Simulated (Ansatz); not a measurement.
**BiTe, relaxed from a wurtzite start to space group P6_3/mmc (read at 0.02 Å)**

The computed numbers are results of PBE, scalar-relativistic (no spin polarisation) in the plane-wave PAW code Ansatz at 420 eV, 8×8×4 k-mesh, Gaussian smearing of 0.05 eV. The datasets are Ansatz's generated set soft_2.

```xyz
4
Lattice="5.5061 0.0000 0.0000 -2.7530 4.7684 0.0000 0.0000 0.0000 6.4430" Properties=species:S:1:pos:R:3 pbc="T T T"
Bi    2.7530    1.5895    0.4033
Bi    0.0000    3.1789    3.6248
Te    2.7530    1.5895    3.6248
Te    0.0000    3.1789    0.4034
```

This is a trial structure; measured cells of the compound in the Crystallography Open Database are in space groups P-3m1, Fm-3m (rock salt).

Path: Γ–M–K–Γ–A–L–H–A | L–M | H–K, with Γ = (0.000, 0.000, 0.000), M = (0.500, 0.000, 0.000), K = (0.333, 0.333, 0.000), A = (0.000, 0.000, 0.500), L = (0.500, 0.000, 0.500), H = (0.333, 0.333, 0.500) in reciprocal vectors of the calculation's cell.

Task: Is it a metal or an insulator, and if it has a gap, where are the band edges on this path?

Result: A metal: bands cross the Fermi level.

Bands as a text map, energy in eV from the Fermi level (dashes), each leg drawn with the same width:
```
  4.86 |**  **    *      *   *  *         **           *  ****             
  4.57 |  **             **** **  *   *     **      *      ***             
  4.29 |******** *        * ****   * *        **        *    ******        
  4.00 |  *** ************ *       **           ****     *     ******* ****
  3.71 |  * ********   ** *       *                             ***  **    
  3.43 | *      ******* *   *  ***                              *      *  *
  3.14 |*      ********* *   **                                 *** *******
  2.86 |     ********  ***       *             *****          ** *****   * 
  2.57 |******       **   ****                *              *  *     *****
  2.29 |    *      **  *  *   *            ***      *     ***              
  2.00 |   *      *               *       *                ** **       *   
  1.71 |  *  *****      *  *   *         *           *       ******        
  1.43 |***** **  *         **          *                    ** ***        
  1.14 |     *     *    ****  ***  *                  *     ***       *    
  0.86 |            *  *        **     *  ***             **               
  0.57 |    *        *    *       * ***  *   *         ***  ***      *     
  0.29 |   *  ****   **          * ******     **      ****     ****    ****
  0.00 |--*--*----***--*---*------**---**-------*--*****-------------**----
 -0.29 |** **           **  *******      **      ** **     **      **      
 -0.57 | **               ***              *********      **       *       
 -0.86 |                                                                   
 -1.14 |                                                                   
 -1.43 |          ***  **         *              **                **      
 -1.71 |     *****   **  *       * *         **** **       *    **** ******
 -2.00 |    *        *    *              ****  *** ***    *** **    *      
 -2.29 |  **        *  *   *    *     ***     *     * **     *             
 -2.57 |***        *       *****    **     ***       *  ******       *     
 -2.86 |*******   *     * * *** **      ***           *    **              
        Γ      M      K      Γ      A      L      H      AL       MH      K
```

It ran for 46 s on 2 threads of Arm Neoverse V2, with other jobs on the host, peak memory 0.8 GiB.

For elements this heavy, spin–orbit coupling would shift levels and gaps; it isn't included here.
